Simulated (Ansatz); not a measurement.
The elements of this relaxed trial crystal are hidden behind letters.

```
lattice vectors (Å)
  -3.5351    3.5351    3.5351
   3.5351   -3.5351    3.5351
   3.5351    3.5351   -3.5351
fractional positions
X 0.5000 0.5000 0.5000
X 0.5000 0.0000 0.0000
X 0.0000 0.0000 0.5000
X 0.0000 0.5000 0.0000
Z 0.0000 0.0000 0.0000
```

All numbers below come from DFT PBE, scalar-relativistic, plane waves, PAW (Ansatz). Cutoff 420 eV, Γ-centred 8×8×8 mesh (5-atom cell), Gaussian smearing of 0.10 eV, no spin polarisation.

```
Space group                              : Im-3m (No. 229)
Conventional cell                        : a = 7.070 Å
Volume per atom                          : 35.34 Å³
Density                                  : 1.77 g/cm³
Energy over the elements                 : −0.03 eV/atom
Gap on the 8×8×8 mesh of the 5-atom cell : 0 eV (a metal)
```

Energies are uncorrected and count from the elements' standard states at the same level.

Problem. X is an s-block element of period 4 and Z is a p-block element of period 3. Which elements are they?

Solution. X = Ca, Z = Si, so the formula is Ca4Si. Density times volume gives a mean mass of 1.77 × 35.34/1.6605 = 37.7 u per atom, and this set has 37.7 u. Ca has 2 Si at 3.06 Å and 6 Ca at 3.54 Å; around Si lie 8 Ca at 3.06 Å. Other sets within the hints have nearly the same mass, so mass alone doesn't settle it; this one was computed.

A later test with randomly moved atoms led to a structure 72 meV/atom lower, so this end is a saddle point or a shallow minimum.
